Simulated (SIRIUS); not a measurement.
SIRIUS run on Al2Cu (I4/mcm, 12 atoms in the cell; from Materials Project mp-998, changed as shown): self-consistent single point.

Method: PBE, GBRV PBE ultrasoft pseudopotentials (plane waves; SIRIUS).

The change in words: lattice scaled by 1.02. Reference geometry (I4/mcm):
```xyz
12
Lattice="5.9978 0.0000 0.0000 0.0000 5.9978 0.0000 0.0000 0.0000 4.7855" Properties=species:S:1:pos:R:3 pbc="T T T"
Al     0.9513     2.0476     0.0000
Al     5.0465     3.9502     0.0000
Al     0.9513     3.9502     2.3927
Al     5.0465     2.0476     2.3927
Al     3.9502     5.0465     2.3927
Al     2.0476     0.9513     2.3927
Al     3.9502     0.9513     0.0000
Al     2.0476     5.0465     0.0000
Cu     0.0000     0.0000     3.5891
Cu     0.0000     0.0000     1.1964
Cu     2.9989     2.9989     1.1964
Cu     2.9989     2.9989     3.5891
```

Reference input (self-consistent single point, DFT, PBE, plane waves, GBRV PBE ultrasoft pseudopotentials): parameters.ngridk = 4 4 6; parameters.xc_functionals = [XC_GGA_X_PBE, XC_GGA_C_PBE]; parameters.gk_cutoff = 6.325 1/bohr; parameters.pw_cutoff = 14.143 1/bohr; parameters.smearing = fermi_dirac; parameters.smearing_width = 0.00183747 Ha; potentials = GBRV PBE ultrasoft pseudopotentials; parameters.electronic_structure_method = pseudopotential; parameters.num_bands = 60; parameters.num_mag_dims = 0; parameters.num_dft_iter = 100; parameters.energy_tol = 1e-07 Ha. This run's input differs from it in these lines:

```diff
@@ -32,7 +32,7 @@
     "lattice_vectors": [
-      [1.0000000309, 0.0, 0.0],
-      [0.0, 1.0000000309, 0.0],
-      [0.0, 0.0, 0.7978709106]
+      [1.0000000292, 0.0, 0.0],
+      [0.0, 1.0000000292, 0.0],
+      [0.0, 0.0, 0.7978708439]
     ],
-    "lattice_vectors_scale": 11.334199,
+    "lattice_vectors_scale": 11.560883,
     "atom_coordinate_units": "lattice",
```

Output (repeated stretches shortened):

```
[find] density tolerance         : 1e-06
[find] total energy tolerance    : 1e-07
[find] iter_solver_tol (initial) : 0.01
[find] iter_solver_tol (target)  : 1e-13
[find] num_dft_iter              : 100
Charges and magnetic moments
--------------------------------------------------------------------------------
total charge          : 100.000000
[find] | SCF iteration   0 out of 100|
[diagonalize] iterative solver tolerance (occupied, empty): 0.01 0.01
[diagonalize] average number of iterations: 2.45833
[find] Charges and magnetic moments
[find] total charge          : 100.000000
[find] Energy
   [... lines left out ...]

[find] Charges and magnetic moments
[find] total charge          : 100.000000
[find] Energy
[find] smearing (-TS)                 :      -0.00096886
[find] Total energy                   :    -834.46094025 (Ha),   -1668.92188050 (Ry)
[find] Free energy (E-TS)             :    -834.46190911 (Ha),   -1668.92381822 (Ry)
[find] band gap (eV)                  :       0.00000000
[find] Efermi                         :       0.36041594
[find] iteration : 38, RMS (target) : 2.5078e-07 (1.0000e-06) , energy difference (target) : 2.5182e-09 (1.0000e-07)
[find] bands are converged : true
[find] iterative solver converged : true
[find] converged after 39 SCF iterations!
[find] Charges and magnetic moments
[find] total charge          : 100.000000
[find] Energy
[find] smearing (-TS)                 :      -0.00096886
[find] Total energy                   :    -834.46094025 (Ha),   -1668.92188050 (Ry)
[find] Free energy (E-TS)             :    -834.46190911 (Ha),   -1668.92381822 (Ry)
[find] band gap (eV)                  :       0.00000000
[find] Efermi                         :       0.36041594
[ground_state] === stress tensor components [kbar] ===
[ground_state] === stress_total ===
[ground_state]    30.106266    0.000000    0.000000
[ground_state]     0.000000   30.106266    0.000000
[ground_state]     0.000000    0.000000   -2.844793
[ground_state] ==== total Forces in Ha/bohr =====
   [... lines left out ...]
[ground_state] atom:    7, force:       0.0002171      0.0002171     -0.0000000
[ground_state] atom:    8, force:      -0.0000000      0.0000000      0.0000000
[ground_state] atom:    9, force:      -0.0000000     -0.0000000     -0.0000000
[ground_state] atom:   10, force:      -0.0000000     -0.0000000      0.0000000
[ground_state] atom:   11, force:       0.0000000     -0.0000000     -0.0000000
```

The run converged in 39 iterations. SIRIUS prints the stress tensor with tension positive. Against the reference run the free energy drops by 6.2 meV/atom, the pressure goes from 4.35 to -1.91 GPa and the largest force goes from 0.042 to 0.016 eV/Å.

The structure comes from a collection of computed structures, made at another level of theory; the collection holds predicted forms beside known ones. No clean gap shows at this smearing width and mesh (spacing up to 0.26 Å⁻¹); the mesh is coarse for partly filled bands, so the values carry mesh errors.

Cost on one core: about 4 core-minutes (a rough figure).
